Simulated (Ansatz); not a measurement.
Before relaxation, 1 MeCHO a cell, donor, over a hollow Al-Al-Al site (Al, Fm-3m (No. 225), (1 1 1) face):

```
CELL_PARAMETERS angstrom
8.44864 0.00000 0.00000
-4.22432 7.31673 0.00000
0.00000 0.00000 25.83846
ATOMIC_POSITIONS crystal
Al 0.22222 0.11111 0.30962
Al 0.22222 0.44444 0.30962
Al 0.22222 0.77778 0.30962
Al 0.55556 0.11111 0.30962
Al 0.55556 0.44444 0.30962
Al 0.55556 0.77778 0.30962
Al 0.88889 0.11111 0.30962
Al 0.88889 0.44444 0.30962
Al 0.88889 0.77778 0.30962
Al 0.44444 0.22222 0.40111
Al 0.44444 0.55556 0.40111
Al 0.44444 0.88889 0.40111
Al 0.77778 0.22222 0.40111
Al 0.77778 0.55556 0.40111
Al 0.77778 0.88889 0.40111
Al 0.11111 0.22222 0.40111
Al 0.11111 0.55556 0.40111
Al 0.11111 0.88889 0.40111
Al 0.66667 0.33333 0.49271
Al 0.66667 0.66667 0.49271
Al 0.66667 0.00000 0.49271
Al 0.00000 0.33333 0.49271
Al 0.00000 0.66667 0.49271
Al 0.00000 0.00000 0.49271
Al 0.33333 0.33333 0.49271
Al 0.33333 0.66667 0.49271
Al 0.33333 0.00000 0.49271
C 0.52110 0.12433 0.65984
C 0.60383 0.09259 0.61273
O 0.55556 0.11111 0.56973
H 0.58172 0.10108 0.69511
H 0.37130 0.02859 0.66001
H 0.54818 0.26716 0.66001
H 0.70721 0.05293 0.61658
```

Method: Ansatz, DFT PBE+D3(BJ), scalar-relativistic, plane waves, PAW. Settings: cutoff 420 eV, Γ-centred mesh 3×3×1 on the computed 34-atom cell, Gaussian smearing of 0.10 eV; no spin polarisation. A dipole correction removes the field between periodic images along c.

Atoms 1, 2, 3, 4, 5, 6, 7, 8, 9 (counted from 1) are held. The cell is fixed. Force threshold 0.04 eV/Å.

```
step E − E_final (eV) largest force (eV/Å)
   1             1.439                 1.871
   2             1.310                 0.283
   3             1.255                 0.625
   4             1.198                 0.684
   5             1.131                 0.311
   6             1.016                 0.559
   7             0.957                 1.052
   8             0.913                 0.278
   9             0.885                 0.245
  10             0.863                 0.506
  11             0.842                 0.436
  12             0.818                 0.383
  13             0.794                 0.435
  14             0.772                 0.458
  15             0.744                 0.257
  16             0.727                 0.078
  17             0.715                 0.086
  18             0.705                 0.078
  19             0.698                 0.101
  20             0.692                 0.135
  21             0.685                 0.156
  22             0.678                 0.188
  23             0.673                 0.167
  24             0.668                 0.174
  25             0.662                 0.151
  26             0.658                 0.129
  27             0.651                 0.235
  28             0.638                 0.239
  29             0.619                 0.382
  30             0.583                 0.623
```

(1) What is the final structure?

The end is the local minimum or symmetric point that this start leads to. The slab is only 4.6 Å thick, so the energy isn't converged with thickness.

Spin polarisation was left out, and a magnetic state may lie lower.

Results:

(1)
```
Al C O H
1.0
     8.44864    0.00000    0.00000
    -4.22432    7.31673    0.00000
     0.00000    0.00000   25.83846
Al C O H
27 2 1 4
Cartesian
  1.4081 0.8130 8.0000
  0.0000 3.2519 8.0000
  -1.4081 5.6908 8.0000
  4.2243 0.8130 8.0000
  2.8162 3.2519 8.0000
  1.4081 5.6908 8.0000
  7.0405 0.8130 8.0000
  5.6324 3.2519 8.0000
  4.2243 5.6908 8.0000
  2.8465 1.6196 10.3740
  1.4045 4.0747 10.3959
  -0.0012 6.5233 10.3970
  5.6664 1.5940 10.5852
  4.2515 4.0475 10.3744
  2.8066 6.5115 10.3733
  -0.0103 1.6461 10.3887
  -1.4286 4.0504 10.4146
  -2.8073 6.4991 10.3828
  4.1681 2.4810 12.7588
  2.7993 4.9146 12.7517
  5.5838 -0.0354 13.2135
  -1.3804 2.5278 13.1716
  -2.8471 4.9030 12.7618
  -0.0183 0.0189 12.6833
  1.3938 2.4639 12.7424
  -0.0091 4.9123 12.7773
  2.7850 0.0212 12.7439
  5.9432 2.7529 15.9914
  6.5898 1.7498 15.0539
  5.7441 0.6292 14.8512
  6.6223 3.5929 16.1963
  5.6765 2.2758 16.9485
  5.0161 3.1633 15.5575
  7.5605 1.4107 15.4667
```

Cost: 1 run of about 32 core-minutes, on AMD EPYC 9R45 (Zen 5) (shared hosts).